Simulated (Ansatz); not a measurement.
**A trial form of CaOsC4N4**

Level of theory: DFT PBE, scalar-relativistic, plane waves, PAW in Ansatz 0.2.0. Cutoff 420 eV, Gaussian smearing, Γ-centred meshes. Cell and atoms relax first on a coarse mesh and then on a finer one. In between, the cell is made exact in the group found at 0.06 Å. In metals the finer mesh still leaves noise of several meV/atom or more. The steps can't lower the symmetry of their start. Collinear spin, starting moments Os 1.0 μB.

The guess for CaOsC4N4 was made by a generator: two interpenetrating cyanide-bridged diamond nets (P-43m, No. 215). Lengths were set from tabulated atomic sizes, so they are only a guess.

```
CELL_PARAMETERS angstrom
6.09220 0.00000 0.00000
0.00000 6.09220 0.00000
0.00000 0.00000 6.09220
ATOMIC_POSITIONS crystal
Ca 0.50000 0.50000 0.50000
Os 0.00000 0.00000 0.00000
C 0.17968 0.17968 0.17968
C 0.17968 0.82032 0.82032
C 0.82032 0.17968 0.82032
C 0.82032 0.82032 0.17968
N 0.29056 0.29056 0.29056
N 0.29056 0.70944 0.70944
N 0.70944 0.29056 0.70944
N 0.70944 0.70944 0.29056
```

The zero of energy is the elements' standard structures at the same level (N₂ as a molecule); no fitted shifts are applied.

**Question.** What does it relax into?

**Answer.** The symmetry stays P-43m (No. 215). The volume per atom grows by 11.5 %, from 22.6 to 25.2 Å³. The shortest distance goes from 1.17 Å (C–N) to 1.18 Å (C–N). Conventional cell: a = 6.318 Å. Ca is surrounded by 4 N at 2.34 Å; Os is surrounded by 4 C at 1.95 Å; C has 1 N at 1.18 Å and 1 Os at 1.95 Å; N is surrounded by 1 C at 1.18 Å and 1 Ca at 2.34 Å.

```xyz
10
Lattice="6.3182 0.0000 0.0000 0.0000 6.3182 0.0000 0.0000 0.0000 6.3182" Properties=species:S:1:pos:R:3 pbc="T T T"
Ca    3.1591    3.1591    3.1591
Os    0.0000    0.0000    0.0000
C     1.1252    1.1252    1.1252
C     1.1252    5.1930    5.1930
C     5.1930    1.1252    5.1930
C     5.1930    5.1930    1.1252
N     1.8079    1.8079    1.8079
N     1.8079    4.5103    4.5103
N     4.5103    1.8079    4.5103
N     4.5103    4.5103    1.8079
```

**Question.** Give its energy and gap.

**Answer.**

* Energy over the elements: +0.20 eV/atom
* Gap on the 6×6×6 mesh of the 10-atom cell: 0 eV (a metal)
* Net moment per atom: 0.20 μB
* Moment by site: Os 0.4 μB

It can't be a ground state, since the elements alone are lower.

The last run used collinear spin and Gaussian smearing of 0.10 eV. Spin–orbit coupling, which can matter for Os, is left out. The reference form of C is held partly by dispersion forces, which this level lacks. The magnetic state reached may not be the lowest. A structure relaxed within its symmetry needn't be a true minimum. Site moments count only spheres around the atoms; the net moment includes the space between them.
